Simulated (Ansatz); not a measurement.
Relaxed-ion elastic tensor of TiW in space group Cmmm (No. 65; Ti on 2a, W on 2c) in GPa (Voigt order), PBEsol (plane waves, PAW; program Ansatz); density 12.31 g/cm³, 15.63 Å³ per atom.

```
 304   168   157   0.0   0.0   0.0
 168   329   163   0.0   0.0   0.0
 157   163   283   0.0   0.0   0.0
 0.0   0.0   0.0  70.8   0.0   0.0
 0.0   0.0   0.0   0.0  36.5   0.0
 0.0   0.0   0.0   0.0   0.0  80.9
```

Task: Is the crystal mechanically stable?

Result: Yes: the smallest eigenvalue of C is 36.5 GPa.

Task: Work out the Voigt, Reuss and Hill averages.

Result: K_V = 210, K_R = 209, K_H = 210; G_V = 66.1, G_R = 60.9, G_H = 63.5 GPa.

Task: Give Young's modulus, Poisson's ratio, Pugh's ratio and the universal anisotropy index.

Result: E = 9KG/(3K + G) = 173 GPa; ν = 0.36; K/G = 3.30 (ductile by the Pugh limit of 1.75); A_U = 5G_V/G_R + K_V/K_R − 6 = 0.44.

Task: Estimate the sound speeds and the Debye temperature.

Result: v_l = √((K + 4G/3)/ρ) = 4890 m/s, v_t = √(G/ρ) = 2270 m/s, mean 2560 m/s; Θ = (h/k)(3n/4πV)^(1/3) v_m = 305 K.

Task: Solve the Christoffel equation for the three sound speeds along x, y, z.

Result: Eigenvalues of C_ijkl n_j n_l equal ρv². In km/s, slowest first: x 1.72, 2.56, 4.97; y 2.40, 2.56, 5.17; z 1.72, 2.40, 4.79.

Task: How much does each axis shrink under pressure?

Result: Linear compressibilities β_i = Σ_j S_ij (j = 1 to 3): x 1.6, y 1.3, z 1.9 per TPa.

The workflow started from a Materials Project entry (that database holds measured and hypothetical structures alike); the Crystallography Open Database copy checked does not list it. With Ti and W taken as one species the cell has the higher symmetry Im-3m, so it may be an ordered model of a mixed-site phase. Whether it is the stable phase at ambient conditions was not checked. The cell was relaxed with PBEsol under the symmetry of its start; its stability against distortions is not shown here. The run is not spin-polarised. As this level gives no gap, shear constants depend on the k-mesh and smearing (Fermi–Dirac, 0.1 eV here). On the denser mesh and wider smearing of the elastic run this cell carries a stress of 0.5 GPa. Spin–orbit coupling is left out wherever it is not named.

Potentials: the later of the program's two PAW sets.
